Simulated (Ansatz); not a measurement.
This cell of HfN (rock salt) is off equilibrium:

```
HfN
1.0
    0.00000     4.54789     4.54789
    2.27394     0.00000     2.27394
    2.27394     2.27394     0.00000
N Hf
2 2
Cartesian
  0.03464  -0.03464  -0.03464
  2.23930   2.30859   4.58253
  2.27394   2.27394   2.27394
  2.27394   4.54789   4.54789
```

Calculation: PBE (plane waves to 420 eV, PAW, scalar-relativistic; Ansatz, a program for electronic structure). k mesh 9×18×18 (Γ-centred), Fermi-Dirac smearing 0.05 eV. Stress and pressure are positive under compression. With partly filled bands, energies and forces of such displacements shift with the k mesh and the smearing. HfN is run without spin polarisation. HfN was relaxed with its symmetry unable to fall. Spin-orbit coupling is left out, though Hf is heavy.

Task: What forces act on the atoms (eV/Å, Cartesian)?

Result: 
| atom | Fx | Fy | Fz |
|---|---|---|---|
| N1 | -0.430 | 0.430 | 0.430 |
| N2 | 0.430 | -0.430 | -0.430 |
| Hf3 | 0.000 | 0.000 | 0.000 |
| Hf4 | 0.000 | 0.000 | 0.000 |

Task: What is the stress tensor (GPa)?

Result: 
```
    0.5     -0.2     -0.2
   -0.2      0.5      0.2
   -0.2      0.2      0.5
```
The pressure, a third of the trace, is 0.5 GPa.

(For displaced atoms, the force is minus the slope of the energy, and its curvature is a force constant, which sets phonon frequencies.)
